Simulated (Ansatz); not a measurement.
**Ionic part of the dielectric constant of Al3GaAs4, mode by mode**

All numbers below come from Ansatz, DFT PBE, scalar-relativistic, plane waves, PAW. Cutoff 420 eV, 6×6×6 k-points (Γ-centred), fixed occupations. No spin polarisation. Phonons by linear response, acoustic sum rule imposed.

Space group P-43m (No. 215), cubic, a = 5.733 Å. Around Al lie 4 As at 2.48 Å; Ga is surrounded by 4 As at 2.49 Å; around As lie 3 Al at 2.48 Å and 1 Ga at 2.49 Å.

The cell was found from a structure generator's guess, not taken from experiment. The run warned that its linear response isn't converged on this k mesh, so dielectric tensors, Born charges and infrared intensities are rough, and the frequencies may be too.

The primitive cell has V = 188.44 Å³ and ε∞,xx = 10.576. Each polar mode adds Δε = (4.92064×10⁷/V)·S/ν² along x, with S its oscillator strength in e²/amu, ν in cm⁻¹ and V in Å³.

Problem. From these modes, find each Δε and ε0,xx.
| ν (cm⁻¹) | S_xx (e²/amu) |
| --- | --- |
| 84.37 | 0.00128 |
| 231.64 | 0.1014 |
| 339.67 | 0.5322 |
| 362.81 | 0.194 |

Solution.
| ν (cm⁻¹) | Δε |
| --- | --- |
| 84.37 | 0.05 |
| 231.64 | 0.49 |
| 339.67 | 1.20 |
| 362.81 | 0.38 |

The sum is 2.12, so ε0,xx = 12.70; the run's tensor has 12.71.

Problem. Where do the longitudinal modes lie for a wave vector along x?

Solution. At 84.53, 235.82, 351.77, 376.50 cm⁻¹. The Lyddane–Sachs–Teller product Π(ν_LO/ν_TO)² = 1.20 agrees with ε0/ε∞ = 1.20.
